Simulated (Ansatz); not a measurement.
The start is a generated cell, Te2Mo built in the pyrite structure type. The structure is fully relaxed (lattice and positions, P = 0) with PBEsol (plane waves to 420 eV, PAW, scalar-relativistic; Ansatz, a first-principles code). The first steps use a coarse 3×3×3 k-mesh.

Initial structure:
```
Te2Mo
1.0
    7.41758     0.00000     0.00000
    0.00000     7.41758     0.00000
    0.00000     0.00000     7.41758
Mo Te
4 8
Cartesian
  0.00000   0.00000   0.00000
  3.70879   3.70879   0.00000
  0.00000   3.70879   3.70879
  3.70879   0.00000   3.70879
  2.85651   2.85651   2.85651
  6.56530   0.85228   4.56107
  4.56107   6.56530   0.85228
  0.85228   4.56107   6.56530
  4.56107   4.56107   4.56107
  0.85228   6.56530   2.85651
  2.85651   0.85228   6.56530
  6.56530   2.85651   0.85228
```

What pressure does the first self-consistent step give?

-15 GPa (negative: the cell is under tension).

Which atoms feel the largest initial force, and how large is it?

About 0.9 eV/Å, on Te5, Te6, Te7, Te8, Te9, Te10, Te11, Te12 (atoms numbered as listed).

By how much does the energy per atom fall from start to end?

0.77 eV/atom.

How does the volume change?

-29.6 %, from 34.01 to 23.95 Å³/atom.

How do the shortest distances between atoms change?

The closest pairs of elements (up to four, under 3.6 Å), start → end: Mo–Te 3.10 → 2.72 Å; Te–Te 2.95 → 3.10 Å.

What does it relax into? Give the structure.


Space group Pa-3 (No. 205); a = 6.600 Å, b = 6.600 Å, c = 6.600 Å, α = 90.00°, β = 90.00°, γ = 90.00°

```tsv
atom	site	symmetry	x	y	z
Mo	4a	.-3.	0.0000	0.0000	0.0000
Te	8c	.3.	0.3642	0.3642	0.3642
```

The space group stays Pa-3 (No. 205) (the run could not lower it), with 12 atoms in the primitive cell. Final values are on a 6×6×6 k-mesh of the relaxed cell. No spin polarisation in the result. A magnetic state may lie lower.

The run could not lose the symmetry of its start: the end is stationary, and may be a saddle point rather than a minimum.

The relaxed structure here is a generated cell of Te2Mo: the first start was made by placing the elements on the sites of a structure type, and the end was not matched to a known phase here, so it may be hypothetical. Known forms of Te2Mo include space group No. 194.
